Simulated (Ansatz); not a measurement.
# What DFT gives for SiIr2O4

```
Ir Si O
1.0
     0.00000    4.15221    4.15221
     4.15221    0.00000    4.15221
     4.15221    4.15221    0.00000
Ir Si O
4 2 8
Direct
  0.62500 0.62500 0.62500
  0.12500 0.62500 0.62500
  0.62500 0.62500 0.12500
  0.62500 0.12500 0.62500
  0.00000 0.00000 0.00000
  0.25000 0.25000 0.25000
  0.36880 0.36880 0.36880
  0.35640 0.88120 0.88120
  0.36880 0.36880 0.89360
  0.88120 0.35640 0.88120
  0.89360 0.36880 0.36880
  0.88120 0.88120 0.88120
  0.36880 0.89360 0.36880
  0.88120 0.88120 0.35640
```

Single point in Ansatz 0.2.0 with LDA, no spin polarisation. Cutoff 420 eV, PAW datasets, 7×7×7 Γ-centred k mesh, gaussian filling (width 0.188 eV).

Task: What is the formation energy?

Result: -0.73 eV an atom against the elements' usual phases (free molecules for gases, crystals otherwise, with no correction for O₂ or N₂), so it is bound against them; other compounds may still compete. Relaxing would lower it.

Task: How is the charge shared?

Result: Bader charges in e: Si +3.00, Ir +1.04, O -1.27. In the mean Si gives up most and O takes most.

Task: Metal or insulator?

Result: It is a metal, with about 9.1 states/eV a cell as the mean within 0.25 eV of the Fermi level, mostly Ir d (64 %) and O p (18 %).

Task: Which atom feels the largest force, and which way?

Result: The largest is on O8 (and as large on other atoms): 1.06 eV/Å, components (0.61, -0.61, -0.61). It makes 0° with the line to a nearest neighbour, Si5 at 1.71 Å, pointing towards it.

Origin: a known structure type with other elements, at an estimated volume, so it need not be a known compound. Caveats: many states at the Fermi level without spin polarisation, so a magnetic state may lie lower; correlation that this level lacks may open a gap in such a compound; wide smearing.
